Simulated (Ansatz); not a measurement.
Zr (hcp, Mg type)

```
CELL_PARAMETERS angstrom
      3.23126     0.00000     0.00000
     -1.61563     2.79835     0.00000
      0.00000     0.00000     5.17316
ATOMIC_POSITIONS crystal
  Zr 0.33333 0.66667 0.75000
  Zr 0.66667 0.33333 0.25000
```

The slice is a (-1 1 0 2) plane (indices of the conventional cell) through the point (0.333, 0.667, 0.750) (fractional), spanned by u = [110] and v = [1 -1 1] in vectors of this cell: u (3.23 Å) and v (7.62 Å, at 90° to u). It covers one period; positions are fractions (u, v).

All values below come from PBE (plane waves to 420 eV, PAW, scalar-relativistic; Ansatz, an electronic-structure program). k mesh 17×17×9. Near the nuclei the fields are pseudised (PAW); where an atom keeps semicore shells as valence, they peak there. Zr is run without spin polarisation. Zr was relaxed with its symmetry unable to fall.

Problem. Sketch the valence electron density on this plane as a map.

Solution. 
```
v \ u  0.00  0.12  0.25  0.38  0.50  0.62  0.75  0.88
-----  ----  ----  ----  ----  ----  ----  ----  ----
0.90    0.2   0.0  -0.4  -0.7  -0.7  -0.7  -0.4   0.0
0.80   -0.8  -0.8  -0.8  -0.8  -0.7  -0.8  -0.8  -0.8
0.70   -0.9  -0.9  -0.8  -0.7  -0.7  -0.7  -0.8  -0.9
0.60   -0.8  -0.8  -0.8  -0.7  -0.7  -0.7  -0.8  -0.8
0.50   -0.1  -0.3  -0.6  -0.7  -0.7  -0.7  -0.6  -0.3
0.40    0.4   0.3  -0.3  -0.7  -0.7  -0.7  -0.3   0.3
0.30   -0.3  -0.5  -0.7  -0.8  -0.8  -0.8  -0.7  -0.5
0.20   -0.8  -0.8  -0.8  -0.9  -0.9  -0.9  -0.8  -0.8
0.10    0.2   0.0  -0.5  -0.8  -0.9  -0.8  -0.5   0.0
0.00    0.4   0.6   0.2  -0.6  -0.8  -0.6   0.2   0.6
```

Values: log₁₀ of the valence density in e/Å³. The scale is logarithmic, as a density can span decades between atoms and voids.
